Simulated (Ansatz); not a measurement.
AlGa3N4 in space group P3m1 (No. 156; Pearson symbol hP8), DFT-r²SCAN in the program Ansatz with PAW potentials, all energies at zero smearing, with the estimated change up to a 700 eV cutoff added, with one set of potentials and settings (totals compare only within such a set). Cell of 8 atoms (3 Ga, 4 N, 1 Al): -13457.626 eV.

```csv
element,reference phase,E (eV/atom)
Ga,"Cmce, 4 atoms in the cell",-3790.2722
N,"Pa-3, 8 atoms in the cell",-384.8341
Al,"Fm-3m, 1 atoms in the cell",-540.4106
```

Formation energy per atom, worked out: (-13457.626 − 3×(-3790.2722) − 4×(-384.8341) − 1×(-540.4106))/8 = -0.883 eV/atom (-85 kJ per mol of atoms), at 0 K, without zero-point energy or fitted corrections.

The start of the workflow was typed in or built on a structure type; neither database checked (COD, Materials Project) lists it. Whether it is the stable phase at ambient conditions was not checked. The cell was relaxed with r²SCAN under the symmetry of its start; whether a distortion lowers the energy is not shown. The references are the lowest solids computed at this level, not always the standard phases (solids in place of the gases).

Potentials: the earlier of the program's two PAW sets.
